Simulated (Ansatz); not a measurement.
A: Lu (hcp, Mg type), a = 3.507 Å, b = 3.507 Å, c = 5.462 Å, α = 90.00°, β = 90.00°, γ = 120.00°
B: BiRh (NiAs type), a = b = 4.175 Å, c = 5.724 Å, α = β = 90.00°, γ = 120.00°
C: TiB$_{2}$ (AlB2 type, space group P6/mmm), a = 3.032 Å, b = 3.032 Å, c = 3.224 Å, α = 90.00°, β = 90.00°, γ = 120.00°
D: Se (trigonal-Se type, space group P3_121), a = 4.535 Å, b = 4.535 Å, c = 5.041 Å, α = 90.00°, β = 90.00°, γ = 120.00°

Scan: energy against volume (even scaling of the relaxed cell, symmetry kept). All come from one method, each on a k mesh of its own. All were relaxed with their symmetry unable to fall. BiRh is run without spin polarisation. Lu is run without spin polarisation. Spin-orbit coupling is left out. TiB2 is run without spin polarisation.

Question: Order them by bulk modulus at fixed cell shape (fitted) (lowest first) at the level PBE (plane waves to 420 eV, PAW, scalar-relativistic; Ansatz, a quantum-chemistry and plane-wave program).

Answer: D (13.8 GPa), A (46.7 GPa), B (113 GPa), C (255 GPa)

(Under strain, the slope of the energy per volume gives the stress and its curvature an elastic modulus.)
